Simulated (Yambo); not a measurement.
Yambo run on CaO2H2 (space group P-3m1, No. 164). The wavefunctions are PBEsol (pw.x of Quantum ESPRESSO, ONCV potentials, scalar-relativistic) ones on a 6×6×4 mesh (12 occupied bands); a = b = 3.581 Å, c = 4.762 Å, α = β = 90.00°, γ = 120.00°.

Yambo input:

```
rim_cut
gw0
dyson
el_el_corr
HF_and_locXC
ppa
em1d
RandQpts= 1000000
RandGvec= 1 Ry
EXXRLvcs= 84 Ry
VXCRLvcs= 336 Ry
Chimod= "HARTREE"
% BndsRnXp
 1 | 100 |
%
NGsBlkXp= 3 Ry
% LongDrXp
 1.0 | 1.0 | 1.0 |
%
PPAPntXp= 27.2114 eV
% GbndRnge
 1 | 100 |
%
GTermKind= "BG"
DysSolver= "n"
ExtendOut
% QPkrange
 1 | 1 | 12 | 13 |
%
```

k points by index: 1 = Γ.

Table of the .qp output:

```
#    K-point    Band    Eo [eV]    E [eV]    E-Eo [eV]    Vxc [eV]    Vnlxc [eV]    Sc|Eo [eV]    Sc|E [eV]    dSc/dw|Eo [eV]    Re(Z)    Im(Z)
#
    1    12    0.000000    -1.504142    -1.504142    -19.35151    -25.25452    4.059380    4.398871    -6.141170    0.815869    -0.001194
    1    13    4.186720    5.035931    0.849211    -10.04190    -5.681566    -3.383232    -3.511126    -4.097763    0.869119    -0.810833E-3
```
(The two width columns are left out.) Convergence of these settings isn't established.

Geometry relaxed with PBE+D3(BJ).
